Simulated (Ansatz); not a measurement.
LaSi2Au2 in space group I4/mmm (No. 139; La on 2a, Si on 4e, Au on 4d), PBE in the plane-wave PAW code Ansatz, all energies at zero smearing, with the estimated change up to a 700 eV cutoff added, with one set of potentials and settings (totals compare only within such a set). Cell of 5 atoms (1 La, 2 Si, 2 Au): -33823.690 eV.

```tsv
element	reference phase	E (eV/atom)
La	P6_3/mmc, 4 atoms in the cell	-6250.0953
Si	Fd-3m, 2 atoms in the cell	-635.8096
Au	Fm-3m, 1 atoms in the cell	-13149.3277
```

Formation energy per atom, worked out: (-33823.690 − 1×(-6250.0953) − 2×(-635.8096) − 2×(-13149.3277))/5 = -0.664 eV/atom (-64 kJ per mol of atoms), at 0 K, without zero-point energy or fitted corrections.

The first step of the workflow began from a Materials Project structure, measured or hypothetical; the Crystallography Open Database files this formula in space group No. 139, but the cells were not matched. Its standing as an ambient phase is unchecked. The cell was relaxed with PBE under the symmetry of its start; of distortions, only those at the zone centre were tested. The references are the lowest solids computed at this level, not always the standard phases. Scalar-relativistic: spin–orbit coupling is off unless named, which matters more the heavier the elements.

Potentials: the later of the program's two PAW sets.
